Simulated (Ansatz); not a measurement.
**GaB₃As₄ (ordering on zincblende): the band gap by level of theory**

All numbers come from Ansatz. (Calculated; non-magnetic; the phase may be known or hypothetical.)

Structure: GaB₃As₄, ordered on the zincblende lattice (P-43m) with 8 atoms a cell, at its r2SCAN minimum. Space group P-43m (No. 215), cubic; conventional cell a = 5.021 Å, 15.82 Å³ an atom. Around B lie 4 As at 2.13 Å; around As lie 3 B at 2.13 Å and 1 Ga at 2.31 Å; around Ga lie 4 As at 2.31 Å.

```yaml
crystal:
  lattice:
    - [5.02100, 0.00000, 0.00000]
    - [0.00000, 5.02100, 0.00000]
    - [0.00000, 0.00000, 5.02100]
  atoms:
    - { symbol: B, position: [0.50000, 0.00000, 0.00000] }
    - { symbol: As, position: [0.76568, 0.23432, 0.23432] }
    - { symbol: B, position: [0.00000, 0.50000, 0.00000] }
    - { symbol: As, position: [0.23432, 0.76568, 0.23432] }
    - { symbol: B, position: [0.00000, 0.00000, 0.50000] }
    - { symbol: As, position: [0.23432, 0.23432, 0.76568] }
    - { symbol: Ga, position: [0.50000, 0.50000, 0.50000] }
    - { symbol: As, position: [0.76568, 0.76568, 0.76568] }
```

Relaxed lattice by functional, symmetry kept:
```tsv
functional	k mesh	a (Å)	volume (Å³/atom)
PBE	6×6×6	5.055	16.15
r2SCAN	4×4×4	5.021	15.82
```

Gaps on the r2SCAN cell, each the least over its mesh and the special points:

| level | k mesh | gap (eV) | kind | edges | least direct gap (eV) | rough cost |
| --- | --- | --- | --- | --- | --- | --- |
| PBE | 6×6×6 | 0.53 | direct | Γ | 0.53 | 28 core-seconds |
| PBE+SOC | 6×6×6 | 0.44 | direct | Γ | 0.44 | 100 core-seconds |
| r2SCAN | 6×6×6 | 0.72 | direct | Γ | 0.72 | 25 core-seconds |
| HSE06 | 4×4×4 | 1.16 | direct | Γ | 1.16 | 5 core-minutes |
| PBE0 | 4×4×4 | 1.82 | direct | Γ | 1.82 | 6 core-minutes |

PBE, PBE+SOC: smearing of 0.02 eV; the others have fixed occupations.
Wave cutoffs: 420 eV, 500 eV (r2SCAN).
Costs come from shared machines and give only the order; PBE's includes the band path. The runs had 4 threads of Intel(R) Xeon(R) Platinum 8488C (Sapphire Rapids) (shared host).

With HSE06 the gap is 1.16 eV and direct, at Γ. Spin-orbit coupling changes the PBE gap by -0.091 eV, to 0.44 eV; at Γ the threefold valence level splits into a fourfold and a twofold level 0.29 eV apart, the fourfold one on top.

r2SCAN covers 31 % of the step from PBE to HSE06, while HSE06 needs about 11 times r2SCAN's rough cost (on a coarser mesh). For gaps to 0.1 eV, spin-orbit coupling (up to 0.09 eV here) is at the margin. Among these functionals the gap stays direct.

r2SCAN (ground state on 4×4×4): ε∞: 10.36 in all directions. Born charges, averaged over directions: B +0.28, As -0.52, Ga +1.24 e.

Only the levels marked +SOC include spin-orbit coupling.
